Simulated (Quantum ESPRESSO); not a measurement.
NbTi2O5F3, finding a planted mistake in a log

Computed values, not a measurement. The program is pw.x of Quantum ESPRESSO 7.5 (plane-wave density functional theory). The cell is made up: 11 atoms on a fluorite lattice with one site empty, with randomly drawn elements, strain and displacements, not relaxed. PseudoDojo standard norm-conserving files (v0.5 for PBE, v0.4.1 for LDA and PBEsol) set the functional; there is no spin polarisation, spin-orbit coupling or dispersion term, and the masses in the input are unused placeholders.

Intended input:

```
&control calculation='scf', pseudo_dir='./dojo.nc.sr.pbe.v0_5.standard.upf', outdir='./o', disk_io='medium', tprnfor=.true., tstress=.true. /
&system ibrav=0, nat=11, ntyp=4, nbnd=50, ecutwfc=84.00895049, nosym=.true., tot_charge=0,
 occupations='smearing', smearing='fd', degauss=0.0018374661
/
&electrons conv_thr=7.350e-09, electron_maxstep=60, /
ATOMIC_SPECIES
F 1.0 F.upf
Nb 1.0 Nb.upf
O 1.0 O.upf
Ti 1.0 Ti.upf
CELL_PARAMETERS angstrom
4.8615 0.0 0.0
0.0 4.8615 0.0
0.0 0.0 4.8615
ATOMIC_POSITIONS angstrom
Nb -0.0184 0.0009 0.0129
Ti -0.0053 2.4274 2.4408
Ti 2.4095 -0.0021 2.4423
O 1.1858 1.2991 1.2803
F 1.2035 1.217 3.6563
O 1.1906 3.6777 1.1911
O 1.1662 3.6761 3.6811
O 3.6433 1.1697 1.2324
F 3.6249 1.2309 3.6404
O 3.641 3.6728 1.2443
F 3.6766 3.6419 3.639
K_POINTS automatic
5 5 5 1 1 1
```

The log is shortened where brackets say so; the opening notice, blank lines, dates and the lines on written files are dropped, and the path of the files is cut. It prints rydbergs, bohrs and kilobars, and counts compression as positive stress. Where no state is partly filled, the Fermi energy that it prints is only some level between the filled and the empty states on the mesh, and need not lie in the true gap.

Log of the intended run:

```
     Program PWSCF v.7.5
     Parallel version (MPI & OpenMP), running on       1 processor cores
     Number of MPI processes:                 1
     Threads/MPI process:                     1
     [start-up lines left out]
     bravais-lattice index     =            0
     lattice parameter (alat)  =       9.1869  a.u.
     unit-cell volume          =     775.3673 (a.u.)^3
     number of atoms/cell      =           11
     number of atomic types    =            4
     number of electrons       =        88.00
     number of Kohn-Sham states=           50
     kinetic-energy cutoff     =      84.0090  Ry
     charge density cutoff     =     336.0358  Ry
     scf convergence threshold =      7.3E-09
     mixing beta               =       0.7000
     number of iterations used =            8  plain     mixing
     Exchange-correlation= PBE
                           (   1   4   3   4   0   0   0)
     [axes and pseudopotential details left out]
   Cartesian axes
     site n.     atom                  positions (alat units)
         1        Nb     tau(   1) = (  -0.0037848   0.0001851   0.0026535  )
         2        Ti     tau(   2) = (  -0.0010902   0.4993109   0.5020673  )
         3        Ti     tau(   3) = (   0.4956289  -0.0004320   0.5023758  )
         4        O      tau(   4) = (   0.2439165   0.2672221   0.2633549  )
         5        F      tau(   5) = (   0.2475573   0.2503343   0.7520930  )
         6        O      tau(   6) = (   0.2449038   0.7564949   0.2450067  )
         7        O      tau(   7) = (   0.2398848   0.7561658   0.7571943  )
         8        O      tau(   8) = (   0.7494189   0.2406048   0.2535020  )
         9        F      tau(   9) = (   0.7456341   0.2531935   0.7488224  )
        10        O      tau(  10) = (   0.7489458   0.7554870   0.2559498  )
        11        F      tau(  11) = (   0.7562686   0.7491309   0.7485344  )
     number of k points=    63  Fermi-Dirac smearing, width (Ry)=  0.0018
                       cart. coord. in units 2pi/alat
        k(    1) = (   0.1000000   0.1000000   0.1000000), wk =   0.0320000
        k(    2) = (   0.1000000   0.1000000   0.3000000), wk =   0.0320000
     [further k points left out]
     Dense  grid:    80725 G-vectors     FFT dimensions: (  54,  54,  54)
     Estimated max dynamical RAM per process >     121.00 MB
     Initial potential from superposition of free atoms
     starting charge      87.9945, renormalised to      88.0000
     Starting wfcs are   62 randomized atomic wfcs
     total cpu time spent up to now is       23.1 secs
     per-process dynamical memory:    68.9 Mb
     Self-consistent Calculation
     iteration #  1     ecut=    84.01 Ry     beta= 0.70
     Davidson diagonalization with overlap
     ethr =  1.00E-02,  avg # of iterations =  2.0
     total cpu time spent up to now is       66.8 secs
     total energy              =    -672.65603291 Ry
     estimated scf accuracy    <       5.96617056 Ry
     iteration #  2     ecut=    84.01 Ry     beta= 0.70
     Davidson diagonalization with overlap
     ethr =  6.78E-03,  avg # of iterations =  9.0
     total cpu time spent up to now is      168.1 secs
     total energy              =    -664.11739286 Ry
     estimated scf accuracy    <     103.58654403 Ry
     [iterations 3 to 22 left out]
     iteration # 23     ecut=    84.01 Ry     beta= 0.70
     Davidson diagonalization with overlap
     ethr =  4.58E-11,  avg # of iterations =  4.9
     total cpu time spent up to now is     1330.3 secs
     total energy              =    -676.01212662 Ry
     estimated scf accuracy    <       0.00000001 Ry
     iteration # 24     ecut=    84.01 Ry     beta= 0.70
     Davidson diagonalization with overlap
     ethr =  1.47E-11,  avg # of iterations =  5.6
     total cpu time spent up to now is     1402.1 secs
     End of self-consistent calculation
     [lines on levels left out]
     the Fermi energy is    10.4221 ev
!    total energy              =    -676.01212663 Ry
     estimated scf accuracy    <          1.1E-09 Ry
     smearing contrib. (-TS)   =      -0.00000001 Ry
     internal energy E=F+TS    =    -676.01212661 Ry
     The total energy is F=E-TS. E is the sum of the following terms:
     one-electron contribution =    -216.30112175 Ry
     hartree contribution      =     156.67457671 Ry
     xc contribution           =    -135.69122034 Ry
     ewald contribution        =    -480.69436123 Ry
     convergence has been achieved in  24 iterations
     Forces acting on atoms (cartesian axes, Ry/au):
     atom    1 type  2   force =     0.07099146   -0.07796012    0.25665256
     atom    2 type  4   force =     0.06452954    0.05568347   -0.18846457
     atom    3 type  4   force =    -0.06133185   -0.05468662   -0.18717705
     atom    4 type  3   force =    -0.02828569   -0.04576931    0.03498328
     atom    5 type  1   force =    -0.00658104    0.01551998    0.01334394
     atom    6 type  3   force =    -0.02472053    0.05933699    0.04327532
     atom    7 type  3   force =    -0.02272454    0.03714366   -0.05432991
     atom    8 type  3   force =     0.01666837   -0.01174295    0.03402959
     atom    9 type  1   force =     0.00383746   -0.00444185    0.00222511
     atom   10 type  3   force =     0.02752396    0.00984290    0.03669153
     atom   11 type  1   force =    -0.03990712    0.01707384    0.00877021
     Total force =     0.427513     Total SCF correction =     0.000090
     Computing stress (Cartesian axis) and pressure
          total   stress  (Ry/bohr**3)                   (kbar)     P=      -16.56
  -0.00008429  -0.00008747   0.00014875          -12.40      -12.87       21.88
  -0.00008747  -0.00011891  -0.00014730          -12.87      -17.49      -21.67
   0.00014875  -0.00014730  -0.00013461           21.88      -21.67      -19.80
     init_run     :     19.04s CPU     22.99s WALL (       1 calls)
     electrons    :   1333.50s CPU   1379.04s WALL (       1 calls)
     forces       :     12.86s CPU     13.00s WALL (       1 calls)
     stress       :     41.71s CPU     41.88s WALL (       1 calls)
     [timing details left out]
     PWSCF        :  23m27.63s CPU  24m20.10s WALL
     JOB DONE.
```

A second run was made from an input with one planted mistake. Its log:

```
     Program PWSCF v.7.5
     Parallel version (MPI & OpenMP), running on       4 processor cores
     Number of MPI processes:                 4
     Threads/MPI process:                     1
     [start-up lines left out]
     bravais-lattice index     =            0
     lattice parameter (alat)  =       9.1869  a.u.
     unit-cell volume          =     775.3673 (a.u.)^3
     number of atoms/cell      =           11
     number of atomic types    =            4
     number of electrons       =        89.00
     number of Kohn-Sham states=           51
     kinetic-energy cutoff     =      84.0090  Ry
     charge density cutoff     =     336.0358  Ry
     scf convergence threshold =      7.3E-09
     mixing beta               =       0.7000
     number of iterations used =            8  plain     mixing
     Exchange-correlation= PBE
                           (   1   4   3   4   0   0   0)
     [axes and pseudopotential details left out]
   Cartesian axes
     site n.     atom                  positions (alat units)
         1        Nb     tau(   1) = (  -0.0037848   0.0001851   0.0026535  )
         2        Ti     tau(   2) = (  -0.0010902   0.4993109   0.5020673  )
         3        Ti     tau(   3) = (   0.4956289  -0.0004320   0.5023758  )
         4        O      tau(   4) = (   0.2439165   0.2672221   0.2633549  )
         5        F      tau(   5) = (   0.2475573   0.2503343   0.7520930  )
         6        O      tau(   6) = (   0.2449038   0.7564949   0.2450067  )
         7        O      tau(   7) = (   0.2398848   0.7561658   0.7571943  )
         8        O      tau(   8) = (   0.7494189   0.2406048   0.2535020  )
         9        F      tau(   9) = (   0.7456341   0.2531935   0.7488224  )
        10        O      tau(  10) = (   0.7489458   0.7554870   0.2559498  )
        11        F      tau(  11) = (   0.7562686   0.7491309   0.7485344  )
     number of k points=    63  Fermi-Dirac smearing, width (Ry)=  0.0018
                       cart. coord. in units 2pi/alat
        k(    1) = (   0.1000000   0.1000000   0.1000000), wk =   0.0320000
        k(    2) = (   0.1000000   0.1000000   0.3000000), wk =   0.0320000
     [further k points left out]
     Dense  grid:    80725 G-vectors     FFT dimensions: (  54,  54,  54)
     Estimated max dynamical RAM per process >     247.32 MB
     Estimated total dynamical RAM >     930.16 MB
     Initial potential from superposition of free atoms
     starting charge      87.9945, renormalised to      89.0000
     Starting wfcs are   62 randomized atomic wfcs
     total cpu time spent up to now is       15.0 secs
     per-process dynamical memory:   195.8 Mb
     Self-consistent Calculation
     iteration #  1     ecut=    84.01 Ry     beta= 0.70
     Davidson diagonalization with overlap
     ethr =  1.00E-02,  avg # of iterations =  2.0
     total cpu time spent up to now is       35.7 secs
     total energy              =    -672.19778620 Ry
     estimated scf accuracy    <       5.36003191 Ry
     iteration #  2     ecut=    84.01 Ry     beta= 0.70
     Davidson diagonalization with overlap
     ethr =  6.02E-03,  avg # of iterations =  9.0
     total cpu time spent up to now is       66.5 secs
     total energy              =    -664.04473158 Ry
     estimated scf accuracy    <      86.36096907 Ry
     [iterations 3 to 20 left out]
     iteration # 21     ecut=    84.01 Ry     beta= 0.70
     Davidson diagonalization with overlap
     ethr =  1.32E-10,  avg # of iterations =  7.1
     total cpu time spent up to now is      446.9 secs
     total energy              =    -675.20096806 Ry
     estimated scf accuracy    <       0.00000002 Ry
     iteration # 22     ecut=    84.01 Ry     beta= 0.70
     Davidson diagonalization with overlap
     ethr =  2.75E-11,  avg # of iterations =  2.6
     total cpu time spent up to now is      463.1 secs
     End of self-consistent calculation
     [lines on levels left out]
     the Fermi energy is    11.3008 ev
!    total energy              =    -675.20096806 Ry
     estimated scf accuracy    <          4.4E-09 Ry
     smearing contrib. (-TS)   =      -0.00212732 Ry
     internal energy E=F+TS    =    -675.19884074 Ry
     The total energy is F=E-TS. E is the sum of the following terms:
     one-electron contribution =    -216.07065115 Ry
     hartree contribution      =     158.42759971 Ry
     xc contribution           =    -136.86142807 Ry
     ewald contribution        =    -480.69436123 Ry
     convergence has been achieved in  22 iterations
     Forces acting on atoms (cartesian axes, Ry/au):
     atom    1 type  2   force =     0.07136455   -0.07143989    0.26237944
     atom    2 type  4   force =     0.06456251    0.06015992   -0.18847921
     atom    3 type  4   force =    -0.06205245   -0.05503200   -0.18343069
     atom    4 type  3   force =    -0.02783292   -0.04924845    0.03313356
     atom    5 type  1   force =    -0.00254888    0.01661420    0.00938379
     atom    6 type  3   force =    -0.02645707    0.05529947    0.04730927
     atom    7 type  3   force =    -0.02137810    0.03214758   -0.05717099
     atom    8 type  3   force =     0.01571596   -0.00810950    0.03545601
     atom    9 type  1   force =     0.00051074   -0.00035639   -0.00021286
     atom   10 type  3   force =     0.02782237    0.00937570    0.03651552
     atom   11 type  1   force =    -0.03970670    0.01058936    0.00511616
     Total force =     0.428698     Total SCF correction =     0.000151
     Computing stress (Cartesian axis) and pressure
          total   stress  (Ry/bohr**3)                   (kbar)     P=      231.46
   0.00159471  -0.00013084   0.00012045          234.59      -19.25       17.72
  -0.00013084   0.00158032  -0.00013781          -19.25      232.47      -20.27
   0.00012045  -0.00013781   0.00154535           17.72      -20.27      227.33
     init_run     :      8.36s CPU      8.69s WALL (       1 calls)
     electrons    :    446.22s CPU    448.18s WALL (       1 calls)
     forces       :      2.36s CPU      2.38s WALL (       1 calls)
     stress       :      9.05s CPU      9.07s WALL (       1 calls)
     [timing details left out]
     PWSCF        :   7m52.40s CPU   7m54.81s WALL
     JOB DONE.
```

Question: what was wrong in the second input?

Answer: the cell has the wrong charge. The input lines that differ, file-writing options aside:

```
- &system ibrav=0, nat=11, ntyp=4, nbnd=50, ecutwfc=84.00895049, nosym=.true., tot_charge=0,
+ &system ibrav=0, nat=11, ntyp=4, nbnd=51, ecutwfc=84.00895049, nosym=.true., tot_charge=-1,
```

|  | intended run | run with the mistake |
| --- | --- | --- |
| free energy (eV) | -9197.614 | -9186.577 |
| smearing term -TS (eV) | 0.0000 | -0.0289 |
| pressure (GPa) | -1.66 | 23.15 |
| largest force component (eV/Å) | 6.599 | 6.746 |
| largest change of a force component (eV/Å) |  | 0.168 |
| iterations | 24 | 22 |

For scale, a rerun of the intended cell at a cutoff of 1467 eV and k mesh 7 x 7 x 7 moved values by no more than 0.003 eV in energy, 0.05 GPa in stress and 0.004 eV/Å in force. The charged cell sits in a uniform background, so its energy and stress rest on the program's zero of potential. The number of bands, nbnd, was set by rule from the electron count and the smearing, so it follows the mistake.